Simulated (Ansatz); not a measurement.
## BaTiO3: reading a single point

```xyz
5
Lattice="3.9700 0.0000 0.0000 0.0000 3.9700 0.0000 0.0000 0.0000 3.9932" Properties=species:S:1:pos:R:3 pbc="T T T"
Ba    0.0000    0.0000    0.0000
Ti    1.9850    1.9850    2.0050
O     1.9850    1.9850    3.9321
O     1.9850    0.0000    2.0485
O     0.0000    1.9850    2.0485
```

Level: PBE, no spin polarisation; 420 eV; 7×7×7 Γ-centred mesh; gaussian occupations (width 0.0173 eV); Ansatz 0.2.0, fixed geometry.

Q: What is the formation energy?

A: -3.07 eV an atom against the elements' usual phases (free molecules for gases, crystals otherwise, with no correction for O₂ or N₂), so it is bound against them; other compounds may still compete. Relaxing would lower it.

Q: Metal or insulator? Give the gap.

A: The gap is 1.86 eV, indirect (the least direct gap found is 1.95 eV).

Q: What is the character of the valence top and the conduction bottom?

A: Within 0.7 eV of the edges, the states project mainly on O p (93 %) below the gap and on Ti d (89 %) above it.

Q: Is the cell too large or too small?

A: The pressure is 5.9 GPa (compression positive), so with the atoms held at these fractions the cell would first expand; the forces are large, so a full relaxation may end otherwise.

Q: Which atom feels the largest force, and which way?

A: The largest is on O3: 0.82 eV/Å, components (0.00, 0.00, 0.82). It makes 180° with the line to a nearest neighbour, Ti2 at 1.93 Å, pointing away from it.

Origin: a database entry at a rescaled volume.
